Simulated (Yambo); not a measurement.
Absorption of a free-standing HfS₂ monolayer (symmetry P-3m1, slab cell 15.9 Å high) with and without the electron-hole interaction (Yambo, PBEsol bands; 18×18×1 mesh, 6 valence and 4 conduction bands, static screening with 46 bands and a 3 Ry block, scissor 1.85 eV, Tamm-Dancoff, stochastic integration of W near q = 0; field along x).

```csv
E (eV),"Im α, BSE (Å)","Im α, independent quasiparticles (Å)"
2.15,0.27,0.08
2.25,0.33,0.09
2.35,0.40,0.09
2.45,0.49,0.10
2.55,0.63,0.12
2.65,0.84,0.13
2.75,1.18,0.14
2.85,1.80,0.16
2.95,3.10,0.19
3.05,6.43,0.22
3.15,15.2,0.25
3.25,19.5,0.30
3.35,17.3,0.37
3.45,10.0,0.47
3.55,7.82,0.62
3.65,4.92,0.89
3.75,3.07,1.43
3.85,2.44,2.55
3.95,2.12,4.07
4.05,1.74,6.56
4.15,1.35,9.27
4.25,1.17,10.4
4.35,1.02,11.7
4.45,1.04,10.3
4.55,1.14,10.3
4.65,1.10,8.68
4.75,1.07,4.86
4.85,1.25,3.18
4.95,1.73,2.70
5.05,1.89,2.48
5.15,1.88,3.02
5.25,1.90,3.33
5.35,1.90,2.25
5.45,2.46,1.53
5.55,2.69,1.48
5.65,2.33,1.35
5.75,2.40,1.33
5.85,2.59,1.37
5.95,3.12,1.51
6.05,3.40,1.71
6.15,3.57,1.65
6.25,4.04,1.58
6.35,4.65,1.70
6.45,6.67,2.10
6.55,5.37,2.42
6.65,4.19,2.16
6.75,3.39,1.69
6.85,3.28,1.60
6.95,2.67,1.96
7.05,2.75,2.68
7.15,2.79,3.15
7.25,2.41,4.50
7.35,2.66,5.81
7.45,3.35,5.24
7.55,2.82,4.18
```

The scissor comes from a G0W0 run whose convergence isn't established. Broadening 0.1 eV. The band window holds all transitions up to 7.6 eV. Fine structure above the onset can come from the mesh.

Spin-orbit coupling is left out, which matters for elements this heavy: edges can move by tenths of an eV.

Geometry relaxed with PBEsol; primitive cell a = b = 3.601 Å, c = 15.900 Å, α = β = 90.00°, γ = 120.00°.
